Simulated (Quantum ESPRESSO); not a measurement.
pw.x input (Quantum ESPRESSO 7.5; PBEsol, PseudoDojo standard norm-conserving files, fully relativistic):

```
&CONTROL
  calculation = 'scf'
  pseudo_dir = './pseudo'
  outdir = './out'
  tprnfor = .true.
  tstress = .true.
/
&SYSTEM
  ibrav = 0
  nat = 4
  ntyp = 3
  ecutwfc = 102.0
  ecutrho = 408.0
  occupations = 'smearing'
  smearing = 'fd'
  degauss = 0.002
  nbnd = 86
  noncolin = .true.
  lspinorb = .true.
/
&ELECTRONS
  conv_thr = 4e-10
/
ATOMIC_SPECIES
Zn 65.3800 Zn.upf
Se 78.9710 Se.upf
Cd 112.4140 Cd.upf
CELL_PARAMETERS angstrom
  4.124603133252   0.000000000000   0.000000000000
 -2.062301566626   3.572011093925   0.000000000000
  0.000000000000   0.000000000000   6.826639605000
ATOMIC_POSITIONS crystal
Zn   0.000000000000   0.000000000000   0.001207663700
Se   0.666666666667   0.333333333333   0.109124823800
Se   0.000000000000   0.000000000000   0.644270905700
Cd   0.666666666667   0.333333333333   0.493406606700
K_POINTS automatic
9 9 4 0 0 0
```

End of the output:

```

[...]
     the Fermi energy is     8.5974 ev
!    total energy              =   -1251.96334015 Ry
     estimated scf accuracy    <          3.6E-10 Ry
     smearing contrib. (-TS)   =      -0.00000001 Ry
     internal energy E=F+TS    =   -1251.96334013 Ry
     The total energy is F=E-TS. E is the sum of the following terms:
     one-electron contribution =    -881.95912283 Ry
     hartree contribution      =     452.08316502 Ry
     xc contribution           =    -187.69105220 Ry
     ewald contribution        =    -634.39633012 Ry
     convergence has been achieved in  10 iterations
     Forces acting on atoms (cartesian axes, Ry/au):
     atom    1 type  1   force =     0.00000000    0.00000000    0.00019042
     atom    2 type  2   force =     0.00000000    0.00000000    0.00022727
     atom    3 type  2   force =     0.00000000    0.00000000   -0.00032889
     atom    4 type  3   force =     0.00000000   -0.00000000   -0.00008880
     Total force =     0.000452     Total SCF correction =     0.000086
     SCF correction compared to forces is large: reduce conv_thr to get better values
     Computing stress (Cartesian axis) and pressure
          total   stress  (Ry/bohr**3)                   (kbar)     P=       -0.03
  -0.00000158   0.00000000   0.00000000           -0.23        0.00        0.00
   0.00000000  -0.00000158   0.00000000            0.00       -0.23        0.00
   0.00000000   0.00000000   0.00000247            0.00        0.00        0.36
```
In a gapped system the printed Fermi energy is only some level inside the gap.

Geometry relaxed with PBEsol.
